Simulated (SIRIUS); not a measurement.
Band structure of MoS2 (R3m, 3 atoms in the cell; from Materials Project mp-1434).

```
MoS2
1.0
    1.59215     0.91923     6.48210
   -1.59215     0.91923     6.48210
    0.00000    -1.83846     6.48210
Mo S
1 2
Cartesian
  0.00000   0.00000  19.44202
  0.00000   0.00000   8.03010
  0.00000   0.00000   4.92581
```

Level of theory: LDA (PW92), FP-LAPW (LAPW with two local orbitals a valence shell; core below -3 Ha), all-electron full potential with ZORA scalar-relativistic valence and Dirac core (SIRIUS).

Settings: parameters.ngridk = 10 10 10; basis = LAPW with two local orbitals a valence shell, core below -3 Ha; unit_cell.atom_type_rmt = {Mo: 2.36, S: 2.04} bohr; parameters.xc_functionals = [XC_LDA_X, XC_LDA_C_PW]; parameters.aw_cutoff = 7; parameters.pw_cutoff = 16 1/bohr; parameters.smearing = fermi_dirac; parameters.smearing_width = 0.00183747 Ha; parameters.electronic_structure_method = full_potential_lapwlo; parameters.lmax_apw = 8; parameters.lmax_rho = 8; parameters.lmax_pot = 8; parameters.auto_rmt = 0; parameters.num_fv_states = 17.

The structure comes from a collection of computed structures, made at another level of theory; the collection holds predicted forms beside known ones. Values depend on the basis (sphere radii, cutoffs, local orbitals), which need not be converged.

Points are given in units of this cell's reciprocal vectors. Levels in eV from the Fermi level, bands 10 to 16:
```tsv
point	10	11	12	13	14	15	16
B (0.82 0.5 0.18)	-4.60	-3.99	-3.11	-1.12	0.59	1.93	2.53
Z (0.5 0.5 0.5)	-3.59	-2.60	-2.60	-0.49	1.72	1.72	1.95
Γ (0 0 0)	-2.62	-2.62	-1.89	-1.44	1.67	1.67	2.02
X (0.34 0 -0.34)	-4.61	-3.95	-3.14	-1.11	0.57	1.93	2.53
```
